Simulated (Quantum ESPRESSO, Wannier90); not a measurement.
**LiNbO₃ (R-3c), plane waves to Wannier functions**

```xyz
10
Lattice="-2.6347 4.5635 0.0000 -5.2694 0.0000 0.0000 -2.6347 1.5212 4.6344" Properties=species:S:1:pos:R:3 pbc="T T T"
Li    -2.6347     1.5212     1.1586
Li     2.6347    -1.5212    -1.1586
Nb     0.0000     0.0000     0.0000
Nb    -5.2694     3.0423     2.3172
O     -0.6343    -1.5212    -1.1586
O      0.6343     1.5212     1.1586
O      1.6345     0.2113    -1.1586
O     -1.6345    -0.2113     1.1586
O     -1.0002     1.3099    -1.1586
O      1.0002    -1.3099     1.1586
```

Cell from Materials Project (mp-552588), symmetrised, no further relaxation. COD (Crystallography Open Database) has the formula in 3 space groups, this one among them (matched by group alone). Method: PBEsol plane waves in Quantum ESPRESSO 7.5 (PseudoDojo norm-conserving files, 68 Ry, no spin polarisation, no spin-orbit coupling), Bloch states on a 6×6×6 mesh through Γ, Wannier90 4.0.1. Density: 8×8×8 mesh, cold smearing 0.01 Ry.

Bands 11-16 form an isolated set from -16.82 to -15.17 eV relative to the valence-band maximum (on the path) and are turned into 6 Wannier functions by minimising the spread from the start: atomic waves O 2s.

Centres (Cartesian, Å; one of the equivalent choices) and spreads:

| n | x | y | z | spread (Å²) | nearest atom |
|---|---|---|---|---|---|
| 1 | -0.595 | -1.521 | -1.159 | 0.682 | O5 |
| 2 | 0.595 | 1.521 | 1.159 | 0.682 | O6 |
| 3 | 1.615 | 0.245 | -1.159 | 0.682 | O7 |
| 4 | -1.615 | -0.245 | 1.159 | 0.682 | O8 |
| 5 | -1.020 | 1.276 | -1.159 | 0.682 | O9 |
| 6 | 1.020 | -1.276 | 1.159 | 0.682 | O10 |

Ω_I = 4.09 Å², Ω_total = 4.09 Å²; the interpolated bands follow pw.x to 0.0 meV rms on the path. Only this start was tried; a symmetric start can stop on a saddle, and mixtures of these functions could lower the total by at most Ω_total − Ω_I.
